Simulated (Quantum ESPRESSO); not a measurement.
LiTa3ScZn2Ag, input and log of a self-consistent run

A calculation, not a measurement. The program is pw.x of Quantum ESPRESSO 7.5 (plane-wave density functional theory). The cell is made up: eight metal atoms on a hexagonal close-packed lattice, with elements, volume, strain and displacements drawn at random and not relaxed, so it may be unstable or far from any real phase. PseudoDojo standard norm-conserving files set the functional (PBE unless stated); there is no spin polarisation or spin-orbit coupling, the Fermi-Dirac width of 0.25 eV means electrons at about 2900 K, and the masses in the input are unused placeholders. Heavy elements are run without spin-orbit coupling, which real alloys of them have. A spin test at this wide smearing found no moment, but such smearing suppresses magnetism that the real alloy may have.

Input:

```
&control calculation='scf', pseudo_dir='./dojo.nc.sr.pbe.v0_5.standard.upf', outdir='./o', disk_io='minimal', tprnfor=.true., tstress=.true. /
&system ibrav=0, nat=8, ntyp=5, nbnd=70, ecutwfc=84.00895049, nosym=.true., tot_charge=0,
 occupations='smearing', smearing='fd', degauss=0.0183746611
/
&electrons conv_thr=1.470e-08, electron_maxstep=70, mixing_beta=0.5 /
ATOMIC_SPECIES
Ag 1.0 Ag.upf
Li 1.0 Li.upf
Sc 1.0 Sc.upf
Ta 1.0 Ta.upf
Zn 1.0 Zn.upf
CELL_PARAMETERS angstrom
0.0427 0.0579 -4.6817
0.0179 5.2266 -0.0635
5.8989 0.0207 -0.0541
ATOMIC_POSITIONS angstrom
Li 0.0149 -0.0614 -0.0116
Ta 3.0084 -0.0433 0.0504
Sc 1.5062 2.5675 -0.1629
Zn 4.4661 2.6344 -0.0408
Ta -0.1022 1.7995 -2.3585
Ag 2.9429 1.8279 -2.4733
Zn 1.5299 4.3199 -2.4603
Ta 4.422 4.3876 -2.3749
K_POINTS automatic
5 5 4 1 1 1
```

The log is shortened where brackets say so; the opening notice, blank lines, dates and the lines on written files are dropped, and the path of the files is cut. It prints rydbergs, bohrs and kilobars, and counts compression as positive stress. Its total energy is the free energy E - TS of the whole cell.

```
     Program PWSCF v.7.5
     Parallel version (MPI & OpenMP), running on       4 processor cores
     Number of MPI processes:                 4
     Threads/MPI process:                     1
     [start-up lines left out]
     bravais-lattice index     =            0
     lattice parameter (alat)  =       8.8482  a.u.
     unit-cell volume          =     973.8319 (a.u.)^3
     number of atoms/cell      =            8
     number of atomic types    =            5
     number of electrons       =       112.00
     number of Kohn-Sham states=           70
     kinetic-energy cutoff     =      84.0090  Ry
     charge density cutoff     =     336.0358  Ry
     scf convergence threshold =      1.5E-08
     mixing beta               =       0.5000
     number of iterations used =            8  plain     mixing
     Exchange-correlation= PBE
                           (   1   4   3   4   0   0   0)
     [axes and pseudopotential details left out]
   Cartesian axes
     site n.     atom                  positions (alat units)
         1        Li     tau(   1) = (   0.0031822  -0.0131133  -0.0024774  )
         2        Ta     tau(   2) = (   0.6425112  -0.0092477   0.0107640  )
         3        Sc     tau(   3) = (   0.3216828   0.5483472  -0.0347909  )
         4        Zn     tau(   4) = (   0.9538357   0.5626352  -0.0087138  )
         5        Ta     tau(   5) = (  -0.0218271   0.3843236  -0.5037105  )
         6        Ag     tau(   6) = (   0.6285222   0.3903890  -0.5282286  )
         7        Zn     tau(   7) = (   0.3267444   0.9226115  -0.5254522  )
         8        Ta     tau(   8) = (   0.9444172   0.9370703  -0.5072131  )
     number of k points=    50  Fermi-Dirac smearing, width (Ry)=  0.0184
                       cart. coord. in units 2pi/alat
        k(    1) = (   0.0980107   0.0880584  -0.0980288), wk =   0.0400000
        k(    2) = (   0.2964671   0.0874006  -0.0962269), wk =   0.0400000
     [further k points left out]
     Dense  grid:   101359 G-vectors     FFT dimensions: (  54,  60,  72)
     Estimated max dynamical RAM per process >     366.75 MB
     Estimated total dynamical RAM >       1.36 GB
     Initial potential from superposition of free atoms
     starting charge     111.9893, renormalised to     112.0000
     Starting wfcs are   72 randomized atomic wfcs
     total cpu time spent up to now is        5.4 secs
     per-process dynamical memory:   285.3 Mb
     Self-consistent Calculation
     iteration #  1     ecut=    84.01 Ry     beta= 0.50
     Davidson diagonalization with overlap
     ethr =  1.00E-02,  avg # of iterations =  4.2
     total cpu time spent up to now is       19.2 secs
     total energy              =   -1647.22881604 Ry
     estimated scf accuracy    <       1.22361908 Ry
     iteration #  2     ecut=    84.01 Ry     beta= 0.50
     Davidson diagonalization with overlap
     ethr =  1.09E-03,  avg # of iterations =  3.1
     total cpu time spent up to now is       32.6 secs
     total energy              =   -1647.64047567 Ry
     estimated scf accuracy    <       1.90318302 Ry
     iteration #  3     ecut=    84.01 Ry     beta= 0.50
     Davidson diagonalization with overlap
     ethr =  1.09E-03,  avg # of iterations =  2.0
     total cpu time spent up to now is       43.9 secs
     total energy              =   -1647.82511490 Ry
     estimated scf accuracy    <       0.42031202 Ry
     iteration #  4     ecut=    84.01 Ry     beta= 0.50
     Davidson diagonalization with overlap
     ethr =  3.75E-04,  avg # of iterations =  1.9
     total cpu time spent up to now is       54.3 secs
     total energy              =   -1647.85804872 Ry
     estimated scf accuracy    <       0.08964613 Ry
     iteration #  5     ecut=    84.01 Ry     beta= 0.50
     Davidson diagonalization with overlap
     ethr =  8.00E-05,  avg # of iterations =  3.8
     total cpu time spent up to now is       67.2 secs
     total energy              =   -1647.86092227 Ry
     estimated scf accuracy    <       0.11813611 Ry
     [iterations 6 to 10 left out]
     iteration # 11     ecut=    84.01 Ry     beta= 0.50
     Davidson diagonalization with overlap
     ethr =  9.62E-09,  avg # of iterations =  4.3
     total cpu time spent up to now is      138.5 secs
     total energy              =   -1647.87344933 Ry
     estimated scf accuracy    <       0.00000245 Ry
     iteration # 12     ecut=    84.01 Ry     beta= 0.50
     Davidson diagonalization with overlap
     ethr =  2.18E-09,  avg # of iterations =  2.1
     total cpu time spent up to now is      149.9 secs
     total energy              =   -1647.87344967 Ry
     estimated scf accuracy    <       0.00000010 Ry
     iteration # 13     ecut=    84.01 Ry     beta= 0.50
     Davidson diagonalization with overlap
     ethr =  9.31E-11,  avg # of iterations =  4.5
     total cpu time spent up to now is      163.1 secs
     total energy              =   -1647.87344969 Ry
     estimated scf accuracy    <       0.00000004 Ry
     iteration # 14     ecut=    84.01 Ry     beta= 0.50
     Davidson diagonalization with overlap
     ethr =  3.44E-11,  avg # of iterations =  3.2
     total cpu time spent up to now is      174.9 secs
     total energy              =   -1647.87344969 Ry
     estimated scf accuracy    <       0.00000013 Ry
     iteration # 15     ecut=    84.01 Ry     beta= 0.50
     Davidson diagonalization with overlap
     ethr =  3.44E-11,  avg # of iterations =  2.1
     total cpu time spent up to now is      185.7 secs
     End of self-consistent calculation
     [lines on levels left out]
!    total energy              =   -1647.87344970 Ry
     estimated scf accuracy    <          2.6E-09 Ry
     smearing contrib. (-TS)   =      -0.12778261 Ry
     internal energy E=F+TS    =   -1647.74566710 Ry
     The total energy is F=E-TS. E is the sum of the following terms:
     one-electron contribution =    -947.23808682 Ry
     hartree contribution      =     508.93647599 Ry
     xc contribution           =    -244.18693841 Ry
     ewald contribution        =    -965.25711787 Ry
     convergence has been achieved in  15 iterations
     Forces acting on atoms (cartesian axes, Ry/au):
     atom    1 type  2   force =     0.00033143   -0.00230873    0.00520279
     atom    2 type  4   force =     0.01535677    0.01545436   -0.01578847
     atom    3 type  3   force =     0.00734668    0.04107471    0.02042961
     atom    4 type  5   force =     0.00257844    0.00183118   -0.00767773
     atom    5 type  4   force =    -0.02253104   -0.04633588   -0.01126304
     atom    6 type  1   force =    -0.00362097   -0.00555679    0.01357633
     atom    7 type  5   force =    -0.01305203    0.02049707    0.00561636
     atom    8 type  4   force =     0.01359072   -0.02465592   -0.01009586
     Total force =     0.086662     Total SCF correction =     0.000279
     Computing stress (Cartesian axis) and pressure
          total   stress  (Ry/bohr**3)                   (kbar)     P=      -18.07
  -0.00019757  -0.00003347   0.00007828          -29.06       -4.92       11.52
  -0.00003347  -0.00019696   0.00007938           -4.92      -28.97       11.68
   0.00007828   0.00007938   0.00002604           11.52       11.68        3.83
     init_run     :      5.00s CPU      5.22s WALL (       1 calls)
     electrons    :    176.03s CPU    180.28s WALL (       1 calls)
     forces       :      2.08s CPU      2.10s WALL (       1 calls)
     stress       :      7.12s CPU      7.27s WALL (       1 calls)
     [timing details left out]
     PWSCF        :   3m10.40s CPU   3m15.11s WALL
     JOB DONE.
```

In other units: free energy -22420.460 eV for the cell, pressure -1.81 GPa, largest force component 1.191 eV/Å in size. The run took 197 s of wall time with four MPI processes on a shared machine (Intel Xeon, 2023 or later, virtual cores), so the time is rough. A rerun of this cell at a higher cutoff and on a denser mesh moved values by no more than 0.003 eV in energy, 0.02 GPa in stress and 0.003 eV/Å in force, and a second program with other atomic files agreed on that cell to 2 % rms in force and 0.5 GPa in pressure.